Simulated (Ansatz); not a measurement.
**In: computed property card**

In:
```cif
data_In4
_chemical_formula_sum 'In4'
_space_group_name_H-M_alt 'P 1'
_space_group_IT_number 1
_cell_length_a 5.04375
_cell_length_b 5.04375
_cell_length_c 5.05122
_cell_angle_alpha 90.000
_cell_angle_beta 90.000
_cell_angle_gamma 118.331
loop_
_space_group_symop_operation_xyz
  'x, y, z'
loop_
_atom_site_label
_atom_site_type_symbol
_atom_site_fract_x
_atom_site_fract_y
_atom_site_fract_z
_atom_site_occupancy
In1 In 0.84372 0.15628 0.91512 1
In2 In 0.34372 0.65628 0.58488 1
In3 In 0.15628 0.84372 0.08488 1
In4 In 0.65628 0.34372 0.41512 1
```

Space group Cmce (No. 64); conventional cell a = 5.170 Å, b = 8.662 Å, c = 5.051 Å, α = β = γ = 90.00°.

Method: PBEsol (plane waves, PAW; program Ansatz). The cell and atoms are relaxed at this level. Other levels are named where they apply.

**Cell and energy**

| Item | Result |
|---|---|
| Volume per atom | 28.28 Å³ |
| Density | 6.74 g/cm³ |

**Electronic structure**

| Quantity | Result |
|---|---|
| Electronic character | metallic (no gap) |
| Density of states at the Fermi level | 0.18 states/eV per atom (mean over ±0.08 eV) |
| Gap with spin–orbit coupling | none (metallic) |

**Mechanics**

| Quantity | Result |
|---|---|
| Bulk modulus (Birch–Murnaghan fit) | 39.1 GPa |
| Pressure derivative B′ | 5.4 |

**Phonons**

| Quantity | Value |
|---|---|
| Highest zone-centre frequency | 158 cm⁻¹ |
| Zone-centre stability | no imaginary mode at Γ |

The start of the workflow was typed in or built on a structure type; neither database checked (COD, Materials Project) lists it. It is not the phase usual at ambient conditions (space group No. 139). The cell was relaxed with PBEsol under the symmetry of its start. As this level gives no gap, phonon frequencies hold no LO–TO term and depend on the k-mesh and smearing (Fermi–Dirac, 0.1 eV here). Axis ratios of metals converge slowly with the k-mesh, so a and c are less sure than the volume. Spin–orbit coupling is left out wherever it is not named.

Potentials: the earlier of the program's two PAW sets. The files were generated under PBE; for other functionals the program regenerates the frozen cores, and for LDA and PBEsol the local potential too.
